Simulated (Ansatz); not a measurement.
Data:

CaO:
Space group Fm-3m (No. 225); a = b = c = 4.767 Å, α = β = γ = 90.00°

| atom | site | symmetry | x | y | z |
|---|---|---|---|---|---|
| Ca | 4a | m-3m | 0.0000 | 0.0000 | 0.0000 |
| O | 4b | m-3m | 0.5000 | 0.5000 | 0.5000 |
(The calculation used a cell of 2 atoms; values per cell refer to that cell.)

This is the PBEsol-relaxed structure.

Question: All from PBEsol in the plane-wave PAW code Ansatz, unless another level is named. Give the hole effective mass, band 3 of 3 at the edge.

Answer: 0.34 along [100], 0.43 along [110], 0.47 along [111] (mₑ).

Question: Give the formation energy from the elements (no fitted shifts).

Answer: -3011 meV/atom.

Question: What about the smallest direct gap on the standard path?

Answer: 3.92 eV.

Question: What about the valence-band maximum?

Answer: at Γ.

Question: And the conduction-band minimum?

Answer: at X (3 equivalent valleys).

The cell was relaxed with PBEsol under the symmetry of its start. The volume moved by -56 % from the start of the relaxation. The references are the lowest solids computed at this level, not always the standard phases (solids in place of the gases).

Potentials: the earlier of the program's two PAW sets. The files were generated under PBE; for other functionals the program regenerates the frozen cores, and for LDA and PBEsol the local potential too.
